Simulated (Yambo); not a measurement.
SrAgSF (space group P4/nmm, No. 129), G0W0@LDA in Yambo (4×4×1 mesh, plasmon pole; 6 Ry block, no terminator). The number N of bands in W and G is varied.

```json
[
 {"N": "83", "x = 1/N": "0.01205", "gap Γ → Γ (eV)": "2.357", "shift of the valence edge (eV)": "-0.016"},
 {"N": "111", "x = 1/N": "0.00901", "gap Γ → Γ (eV)": "2.244", "shift of the valence edge (eV)": "-0.202"},
 {"N": "146", "x = 1/N": "0.00685", "gap Γ → Γ (eV)": "2.186", "shift of the valence edge (eV)": "-0.336"},
 {"N": "181", "x = 1/N": "0.00552", "gap Γ → Γ (eV)": "?", "shift of the valence edge (eV)": "?"}
]
```

Task: Basis-set arguments suggest E = E∞ + A x. Fix A and E∞ from the two rows above the withheld one, predict the row at 181 bands, and test the form.

Result: Gap: A = (2.186 − (2.244))/(0.00685 − 0.00901) = 26.9, E∞ = 2.002 eV, so 2.150 eV is predicted; the run gave 2.159 eV (miss 9 meV). The first two rows have slope 37.2, so the form doesn't hold yet over the whole range. Shift: A = (-0.336 − (-0.202))/(0.00685 − 0.00901) = 62.0, E∞ = -0.761 eV, so -0.419 eV is predicted; the run gave -0.422 eV (miss 3 meV). The first two rows have slope 61.2, within 15 % of that. The other settings are held fixed.

Spin-orbit coupling is not included.

Geometry of the Materials Project entry, not relaxed at this level; primitive cell a = b = 4.1086 Å, c = 9.1301 Å, α = β = γ = 90.00°.

The structure is a Materials Project entry; no match was found in the copy of COD used, and its stability was not checked.

A shift is the quasiparticle energy of the state minus its LDA energy.
